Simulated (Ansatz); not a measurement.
**BaSr₃ (I4/mmm): electronic heat capacity and spin susceptibility from the density of states**

These are results of DFT r2SCAN, scalar-relativistic, plane waves, PAW in Ansatz 0.2.0, not measurements.

Settings: cutoff 500 eV, Γ-centred mesh 10×10×10 on the computed 4-atom cell, Gaussian smearing of 0.10 eV; no spin polarisation.

Relaxed cell: I4/mmm, a = 6.213 Å, b = 6.213 Å, c = 12.309 Å, α = 90.00°, β = 90.00°, γ = 90.00°, 4 atoms in the primitive cell. Whether it is the stable form of this composition wasn't checked.

The density of states at the Fermi level is 6.770 states/eV in the cell of 4 atoms (1 formula unit; both spins, tetrahedra on a 15×15×15 mesh).

What Sommerfeld coefficient and Pauli susceptibility does this give?

Per formula unit N(E_F) = 6.770 states/eV. γ = (π²/3) k_B² N(E_F) N_A = 2.357 mJ/(mol K²) per state/eV, so γ = 16.0 mJ/(mol K²), a mole of formula units. χ_P = μ_B² N(E_F) N_A = 3.23×10⁻⁵ emu/mol per state/eV gives 21.9×10⁻⁵ emu/mol. This is the bare band result: a measured γ of the same phase is as a rule larger by a factor 1 + λ from phonons and spin fluctuations, the spin part of χ is larger by the Stoner factor, and a measured χ also holds orbital and core terms. N(E_F) at one energy is sensitive to the mesh where the density of states has sharp peaks.

Spin-orbit coupling is left out, which matters for the bands of heavy elements.

Cost: 1 run of about 5.9 core-minutes, on Intel Xeon Platinum 8488C (Sapphire Rapids) (shared hosts).